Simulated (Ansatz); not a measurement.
La₂InGe₂:
```yaml
crystal:
  lattice:
    - [7.71042, 0.00000, 0.00000]
    - [0.00000, 7.71042, 0.00000]
    - [0.00000, 0.00000, 4.45412]
  atoms:
    - { symbol: La, position: [0.31915, 0.81915, 0.50000] }
    - { symbol: La, position: [0.68085, 0.18085, 0.50000] }
    - { symbol: La, position: [0.18085, 0.31915, 0.50000] }
    - { symbol: La, position: [0.81915, 0.68085, 0.50000] }
    - { symbol: In, position: [0.00000, 0.00000, 0.00000] }
    - { symbol: In, position: [0.50000, 0.50000, 0.00000] }
    - { symbol: Ge, position: [0.38445, 0.11555, 0.00000] }
    - { symbol: Ge, position: [0.61555, 0.88445, 0.00000] }
    - { symbol: Ge, position: [0.88445, 0.38445, 0.00000] }
    - { symbol: Ge, position: [0.11555, 0.61555, 0.00000] }
```

This is the r²SCAN-relaxed structure.

**Question.** All from r²SCAN (plane waves, PAW; program Ansatz), unless another level is named. Estimate the electronic character.

**Answer.** metallic (no gap).

**Question.** What about the formation energy from the elements (no fitted shifts)?

**Answer.** -0.87 eV/atom.

**Question.** Give the density of states at the Fermi level.

**Answer.** 0.52 states/eV per atom (mean over ±0.08 eV).

Space group P4/mbm. The workflow started from a Materials Project entry (that database holds measured and hypothetical structures alike); the Crystallography Open Database copy checked does not list it. Whether it is the stable phase at ambient conditions was not checked. The r²SCAN relaxation kept the symmetry of its start; its stability against distortions is not shown here. The references are the lowest solids computed at this level, not always the standard phases. Scalar-relativistic: spin–orbit coupling is off unless named, which matters more the heavier the elements.

Potentials: the later of the program's two PAW sets.
